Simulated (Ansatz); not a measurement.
HfGeS:
```
HfGeS
1.0
    3.62108     0.00000     0.00000
    0.00000     3.62108     0.00000
    0.00000     0.00000     7.94709
Hf Ge S
2 2 2
Cartesian
  0.00000   1.81054   5.77286
  1.81054   0.00000   2.17422
  1.81054   1.81054   0.00000
  0.00000   0.00000   0.00000
  0.00000   1.81054   3.01983
  1.81054   0.00000   4.92725
```

This is the r²SCAN-relaxed structure.

Task: All from r²SCAN in the plane-wave PAW code Ansatz, unless another level is named. Predict the electronic character.

Result: metallic (no gap).

Task: Next, the formation energy from the elements (no fitted shifts)?

Result: -1188 meV/atom.

Task: What about the density of states at the Fermi level?

Result: 0.06 states/eV per atom (mean over ±0.08 eV).

Space group P4/nmm. The workflow started from a Materials Project entry (that database holds measured and hypothetical structures alike); the Crystallography Open Database files this formula in space group No. 129, but the cells were not matched. Its standing as an ambient phase is unchecked. Symmetry was held in the r²SCAN relaxation; whether a distortion lowers the energy is not shown. The run is not spin-polarised. The references are the lowest solids computed at this level, not always the standard phases. Spin–orbit coupling is left out wherever it is not named.

Potentials: the later of the program's two PAW sets.
